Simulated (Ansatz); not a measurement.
LaGeO:
```xyz
6
Lattice="3.5661 0.0000 0.0000 0.0000 3.5661 0.0000 0.0000 0.0000 8.5334" Properties=species:S:1:pos:R:3 pbc="T T T"
La     0.0000     1.7831     5.7130
La     1.7831     0.0000     2.8204
Ge     0.0000     0.0000     0.0000
Ge     1.7831     1.7831     0.0000
O      1.7831     0.0000     5.2001
O      0.0000     1.7831     3.3333
```

Relaxed with PBEsol. Special points in fractions of this cell's reciprocal vectors: Γ (0.000, 0.000, 0.000); X (0.000, 0.500, 0.000); M (0.500, 0.500, 0.000); Z (0.000, 0.000, 0.500); R (0.000, 0.500, 0.500); A (0.500, 0.500, 0.500).

Problem. List the band energies nearest the Fermi level at these points for DFT-PBEsol in the program Ansatz with PAW potentials.

Solution. In eV from the Fermi level; about four levels below and three above (degenerate sets whole), none deeper than 8.9 eV; points with the same levels are listed once.

| k | below | above |
|---|---|---|
| Γ | -1.37 -1.37 -0.20 -0.12 | 2.22 2.31 2.32 |
| X | -4.03 -4.03 -0.75 -0.75 | 1.60 1.60 1.61 1.61 |
| M | -2.97 -2.97 -0.56 -0.56 | 1.88 1.88 2.34 2.34 |
| Z | -1.81 -1.38 -1.38 -0.94 | 0.90 1.74 2.17 |
| R | -3.78 -3.78 -1.36 -1.36 | 1.65 1.65 1.80 1.80 |
| A | -2.94 -2.94 -0.48 -0.48 | 2.07 2.07 2.26 2.26 |

Space group P4/nmm. The start of the workflow was typed in or built on a structure type; neither database checked (COD, Materials Project) lists it. Its standing as an ambient phase is unchecked. The PBEsol relaxation kept the symmetry of its start; phonons show weakly imaginary modes. Spin–orbit coupling is left out wherever it is not named.

Potentials: the earlier of the program's two PAW sets. The files were generated under PBE; for other functionals the program regenerates the frozen cores, and for LDA and PBEsol the local potential too.
